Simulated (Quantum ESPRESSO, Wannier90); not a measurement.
# Wannier functions of ZrO2 (Pca2₁)

```
begin unit_cell_cart
ang
    5.2834000000    0.0000000000    0.0000000000
    0.0000000000    5.0746700000    0.0000000000
    0.0000000000    0.0000000000    5.1011100000
end unit_cell_cart
begin atoms_frac
Zr   0.0302700000 -0.2664600000 -0.2509400000
Zr  -0.0302700000  0.2664600000  0.2490600000
Zr   0.4697300000 -0.2664600000  0.2490600000
Zr  -0.4697300000  0.2664600000 -0.2509400000
O    0.2298800000  0.4633000000 -0.4991600000
O   -0.2298800000 -0.4633000000  0.0008400000
O    0.2701200000  0.4633000000  0.0008400000
O   -0.2701200000 -0.4633000000 -0.4991600000
O    0.3650300000 -0.0673600000 -0.3938900000
O   -0.3650300000  0.0673600000  0.1061100000
O    0.1349700000 -0.0673600000  0.1061100000
O   -0.1349700000  0.0673600000 -0.3938900000
end atoms_frac
```

Cell from Materials Project (mp-556605), symmetrised, no further relaxation. COD (Crystallography Open Database) has the formula in 4 space groups, this one among them (matched by group alone). Computed values, not measurements, from LDA: Quantum ESPRESSO (norm-conserving PseudoDojo potentials, cutoff 68 Ry, no spin polarisation, no spin-orbit coupling) on a Γ-centred 4×4×4 mesh, then Wannier90. Density: 6×6×6 mesh, cold smearing 0.01 Ry.

Bands 17-48 form an isolated set from -17.38 to 0.00 eV relative to the valence-band maximum (on the path) and are turned into 32 Wannier functions by minimising the spread from the start: s and p on O.

Q: Where do the functions sit, how wide are they and what are they made of?

A: 
```
functions  spread (Å²)  nearest atom, distance (Å)  second atom, distance (Å)            weight on atomic waves
---------  -----------  --------------------------  -------------------------  --------------------------------
8                 0.93                      O 0.43                    Zr 1.72  O 2p 58 %, O 2s 23 %, Zr 4d 10 %
4                 0.99                      O 0.45                    Zr 1.69  O 2p 60 %, O 2s 19 %, Zr 4d 11 %
4                 0.97                      O 0.39                    Zr 1.88   O 2p 60 %, O 2s 21 %, Zr 4d 8 %
4                 0.98                      O 0.39                    Zr 1.88  O 2p 64 %, O 2s 17 %, Zr 4d 12 %
4                 1.10                      O 0.18                    Zr 2.03   O 2p 78 %, Zr 4d 13 %, O 2s 6 %
4                 0.96                      O 0.44                    Zr 1.72  O 2p 56 %, O 2s 24 %, Zr 4d 13 %
4                 0.92                      O 0.49                    Zr 1.56  O 2p 52 %, O 2s 27 %, Zr 4d 12 %
```

Ω_I = 27.64 Å², Ω_total = 31.10 Å²; the interpolated bands follow pw.x to 0.3 meV rms on the path. It is the lowest total spread that any start reached here.
